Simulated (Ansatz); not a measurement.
One crystal and one scan (scan of one atom of the cell) at two levels, PBE (plane waves to 420 eV, PAW, scalar-relativistic; Ansatz, an electronic-structure program) and r2SCAN (plane waves to 500 eV, PAW, scalar-relativistic; Ansatz), each from its own relaxed cell and on its own mesh.

The crystal is Tl (hcp, Mg type); one Tl atom of a 4-atom cell moves by s along Cartesian [110], with its periodic images.

Energies are smeared free energies. Spin-orbit coupling is left out, though Tl is heavy. Tl was relaxed with its symmetry unable to fall. With partly filled bands, energies and forces of such displacements shift with the k mesh and the smearing. Both scans cover s from -0.350 to 0.350 Å.

```csv
quantity,run 1,run 2
Lattice constant a (Å),3.608,3.520
Lattice constant c (Å),5.574,5.602
Relaxed volume (Å³/atom),31.43,30.05
Energy at s = 0.350 Å (meV/cell),88,104
Force along the line at s = -0.350 Å (eV/Å),0.605,0.688
Force constant k = d²E/ds² at s = 0 (finite differences) (eV/Å²),1.48,1.68
```

Task: Which run is which level?

Result: Run 1 is PBE, run 2 is r2SCAN. PBE gives the higher value for: lattice constant a; relaxed volume. PBE gives the lower value for: lattice constant c; energy at s = 0.350 Å; force along the line at s = -0.350 Å; force constant k = d²E/ds² at s = 0. Both give the same symmetry of the curve: not even: the negative side lies higher at ±0.350 Å. Neither level is exact: the differences show how much the result hangs on the functional.

(For displaced atoms, the force is minus the slope of the energy, and its curvature is a force constant, which sets phonon frequencies.)
